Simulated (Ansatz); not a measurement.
# Fields on a plane of BaTiO3 (tetragonal-perovskite type, space group P4mm)

```
CELL_PARAMETERS angstrom
      3.98546     0.00000     0.00000
      0.00000     3.98546     0.00000
      0.00000     0.00000     4.20133
ATOMIC_POSITIONS crystal
  Ti 0.50000 0.50000 0.45767
  Ba 0.00000 0.00000 0.94044
  O  0.50000 0.50000 0.88899
  O  0.50000 0.00000 0.40945
  O  0.00000 0.50000 0.40945
```

The slice is a (0 -1 1) plane (indices of the conventional cell) through the point (0.500, 0.000, 0.409) (fractional), spanned by u = [100] and v = [011] in vectors of this cell: u (3.99 Å) and v (5.79 Å, at 90° to u). It covers one period; positions are fractions (u, v).

Atoms on it: O at (0.00, 0.49), 0.1 Å off the plane; O at (0.00, 0.00). Other atoms lie within 1 Å of the plane.

Computed with PBE (plane waves to 420 eV, PAW, scalar-relativistic; Ansatz, a first-principles code). k mesh 8×8×8. Inside the PAW spheres the values are not all-electron values, and peaks at nuclei hang on which shells count as valence. BaTiO3 is run without spin polarisation. BaTiO3 was relaxed with its symmetry unable to fall.

```
|xxxxxxxxxx%%@@%%%%%%######%%%%%%@@%%xxxxxxxx|
|xxxxxxxx++%%@@%%####******####%%@@%%++xxxxxx|
|xxxxxxxx##%%%%##****++++++****##%%%%##xxxxxx|
|xxxx==**##%%##**++==========++**##%%##**==xx|
|******######**++==--::::::--==++**######****|
|##########**++==--::......::--==++**########|
|########****++--::..      ..::--++****######|
|########**++==--::..      ..::--==++**######|
|########****++--::..      ..::--++****######|
|%%%%%%####**++==--::......::--==++**####%%%%|
|######%%####**++==--::::::--==++**####%%####|
|xx++**##%%%%##**++==------==++**##%%%%##**++|
|xxxxxx++##%%%%##**++++==++++**##%%%%##++xxxx|
|xxxxxxxx##%%%%%%##**++++++**##%%%%%%##xxxxxx|
|xxxxxxxxxx##%%%%##**********##%%%%##xxxxxxxx|
|xxxxxxxxxx%%%%%%####******####%%%%%%xxxxxxxx|
|xxxxxxxxxx##%%%%####******####%%%%##xxxxxxxx|
|xxxxxxxxxx##%%####**********####%%##xxxxxxxx|
|xxxxxxxx**######****++++++****######**xxxxxx|
|xxxxxx++**####****++++++++++****####**++xxxx|
|----==++********++++======++++********++==--|
|--====++++**++++++==========++++++**++++====|
|----====++++++++==============++++++++====--|
|----====++++++++++==========++++++++++====--|
|======++++++**++++++++==++++++++**++++++====|
|==++++**************++++++**************++++|
|====++**##########**********##########**++==|
|xxxx==**##%%%%%%##############%%%%%%##**==xx|
|xxxxxxxx##%%@@@@%%%%######%%%%@@@@%%##xxxxxx|
|xxxxxxxx**%%@@@@@@%%%%%%%%%%@@@@@@%%**xxxxxx|
|xxxxxxxxxx%%@@@@@@%%%%%%%%%%@@@@@@%%xxxxxxxx|
|xxxxxxxxxx%%@@@@@@%%%%%%%%%%@@@@@@%%xxxxxxxx|
```
Scale: ten equal steps from 3.01 (start of ' ') to 9.62 (end of '@'), in the order ' .:-=+*#%@'. Values: electrostatic potential energy of an electron, from the cell's mean, in eV. The map has 22 points along u (two characters each, u = 0 at the left) and 32 along v (v = 0 in the bottom row). Points within 0.8 Å of a nucleus are blanked (x), as the pseudised field means little there. The zero, the cell's mean, hangs on the PAW cores.

```
v \ u  0.00  0.14  0.27  0.41  0.55  0.68  0.82  0.95
-----  ----  ----  ----  ----  ----  ----  ----  ----
0.94      x  0.83  0.30  0.02  0.02  0.09  0.77  0.74
0.84   0.70  0.50  0.06  0.08  0.10  0.05  0.29  0.68
0.75   0.07  0.05  0.04  0.14  0.17  0.06  0.04  0.06
0.66   0.61  0.37  0.04  0.08  0.11  0.04  0.19  0.59
0.56   0.78  0.82  0.27  0.02  0.02  0.09  0.75  0.80
0.47      x  0.82  0.45  0.02  0.01  0.18  0.81     x
0.38   0.81  0.74  0.14  0.04  0.04  0.06  0.60  0.81
0.28   0.18  0.12  0.04  0.06  0.07  0.04  0.08  0.17
0.19   0.33  0.22  0.05  0.05  0.05  0.04  0.14  0.32
0.09   0.81  0.80  0.24  0.02  0.02  0.08  0.70  0.82
0.00      x  0.82  0.48  0.02  0.01  0.20  0.81     x
```

Values: electron localisation function (ELF). Points within 0.4 Å of a nucleus are blanked (x), as the pseudised field means little there.
